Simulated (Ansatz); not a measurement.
Data:

ScRhN₂:
```xyz
4
Lattice="1.6253 0.9384 5.8675 -1.6253 0.9384 5.8675 0.0000 -1.8767 5.8675" Properties=species:S:1:pos:R:3 pbc="T T T"
Sc     0.0000     0.0000     8.8013
Rh     0.0000     0.0000     0.0000
N      0.0000     0.0000    15.7718
N      0.0000     0.0000     1.8308
```
The run is spin-polarised; directions of the spins, atom by atom: 0 ↑ 0 0.

This is the r²SCAN-relaxed structure.

Problem. All from r²SCAN (plane waves, PAW; program Ansatz), unless another level is named. Give the electronic character.

Solution. metallic (no gap).

Problem. And the density of states at the Fermi level?

Solution. 0.74 states/eV per atom (mean over ±0.08 eV).

Problem. Next, the formation energy from the elements (no fitted shifts)?

Solution. -0.37 eV/atom.

Space group R-3m. The start of the workflow was typed in or built on a structure type; neither database checked (COD, Materials Project) lists it. Its standing as an ambient phase is unchecked. The r²SCAN relaxation kept the symmetry of its start; whether a distortion lowers the energy is not shown. The final state is ferromagnetic, the only order run, not a proven ground state. Other orbital occupations within this spin state were not tried. No Hubbard U is applied. The references are the lowest solids computed at this level, not always the standard phases (solids in place of the gases). Scalar-relativistic: spin–orbit coupling is off unless named, which matters more the heavier the elements.

Potentials: the later of the program's two PAW sets.
